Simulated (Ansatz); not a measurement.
Re:
```yaml
crystal:
  lattice:
    - [2.73816, 0.00000, 0.00000]
    - [-1.36908, 2.37132, 0.00000]
    - [0.00000, 0.00000, 8.82443]
  atoms:
    - { symbol: Re, position: [0.00000, 0.00000, 0.00000] }
    - { symbol: Re, position: [0.00000, 0.00000, 0.50000] }
    - { symbol: Re, position: [0.33333, 0.66667, 0.25000] }
    - { symbol: Re, position: [0.66667, 0.33333, 0.75000] }
```

Relaxed with LDA.

Problem. Which orbitals make up the states near the Fermi level in LDA (plane waves, PAW; program Ansatz)?

Solution. Within 0.5 eV of the Fermi level: Re 5d 88 %, Re 6s 5 %, outside the projected shells 6 %. Projections are on Löwdin-orthogonalised atomic valence shells; empty p or d shells of many metals are not among them.

Problem. Tabulate the density of states.

Solution. States/eV per cell of 4 atoms, in 0.25 eV bins, energy from the Fermi level.

```
E (eV)  total  Re 5d  Re 6s  Re 5p
------  -----  -----  -----  -----
-7.85    0.45   0.04   0.38   0.01
-7.60    0.52   0.06   0.42   0.02
-7.35    0.62   0.10   0.48   0.02
-7.10    0.78   0.18   0.55   0.02
-6.85    1.66   0.83   0.77   0.03
-6.60    2.65   1.66   0.91   0.04
-6.35    3.07   2.06   0.93   0.04
-6.10    3.40   2.53   0.80   0.04
-5.85    3.33   2.56   0.70   0.04
-5.60    3.67   2.97   0.62   0.04
-5.35    4.61   3.95   0.58   0.05
-5.10    4.00   3.56   0.37   0.05
-4.85    3.84   3.52   0.25   0.05
-4.60    3.29   3.05   0.17   0.04
-4.35    2.89   2.70   0.13   0.04
-4.10    3.44   3.22   0.12   0.05
-3.85    2.88   2.66   0.12   0.05
-3.60    3.80   3.49   0.19   0.06
-3.35    3.88   3.55   0.21   0.05
-3.10    3.68   3.36   0.20   0.04
-2.85    3.99   3.68   0.19   0.04
-2.60    4.40   4.03   0.22   0.05
-2.35    5.83   5.32   0.29   0.07
-2.10    5.08   4.59   0.27   0.05
-1.85    4.06   3.62   0.25   0.04
-1.60    4.12   3.70   0.26   0.03
-1.35    5.71   5.21   0.31   0.04
-1.10    5.32   4.82   0.30   0.03
-0.85    4.90   4.32   0.32   0.03
-0.60    3.92   3.47   0.23   0.02
-0.35    3.65   3.30   0.18   0.02
-0.10    2.86   2.52   0.16   0.02
0.15     2.51   2.17   0.14   0.01
0.40     2.60   2.28   0.12   0.01
0.65     2.63   2.35   0.11   0.01
0.90     2.85   2.61   0.10   0.01
1.15     3.41   3.13   0.09   0.01
1.40     2.84   2.66   0.07   0.01
1.65     2.93   2.75   0.07   0.01
1.90     2.72   2.55   0.07   0.00
2.15     2.35   2.21   0.08   0.00
2.40     2.32   2.18   0.08   0.00
```

Space group P6_3/mmc (dhcp (α-La type)). The first step of the workflow began from a Materials Project structure, measured or hypothetical. Its sites differ from those of the usual phase in this space group: another stacking or structure type. The cell was relaxed with LDA under the symmetry of its start; whether a distortion lowers the energy is not shown. The run is not spin-polarised. Spin–orbit coupling is left out wherever it is not named.

Potentials: the earlier of the program's two PAW sets. The files were generated under PBE; for other functionals the program regenerates the frozen cores, and for LDA and PBEsol the local potential too.
